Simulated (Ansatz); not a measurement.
Bulk crystal (Ca) after relaxation:

```
Ca
1.0
     0.00000    2.78441    2.78441
     2.78441    0.00000    2.78441
     2.78441    2.78441    0.00000
Ca
1
Direct
  0.00000 0.00000 0.00000
```

Miller indices refer to the conventional cell of Fm-3m (No. 225), a = 5.569 Å, b = 5.569 Å, c = 5.569 Å, α = 90.00°, β = 90.00°, γ = 90.00°.

Consider the (111) slab of 4 planes, 9.6 Å thick with 15 Å of vacuum as cut; outer planes Ca (top) and Ca (bottom), all atoms relaxed.

The calculation used DFT r2SCAN, scalar-relativistic, plane waves, PAW (Ansatz 0.2.0). Settings: cutoff 500 eV, Γ-centred mesh 9×9×1 on the computed 4-atom cell, Gaussian smearing of 0.10 eV; no spin polarisation. A dipole correction removes the field between periodic images along c.

Question: Predict the surface energy (mean of both faces).

Answer: 0.52 J/m².

Question: Estimate the work function.

Answer: 3.04 eV.

Question: The top two planes lie 3.215 Å apart in the bulk. How does relaxation change this?

Answer: The spacing becomes 3.138 Å (-2.4 %).

In some of the runs charge leaks into the vacuum, so their work functions can be off.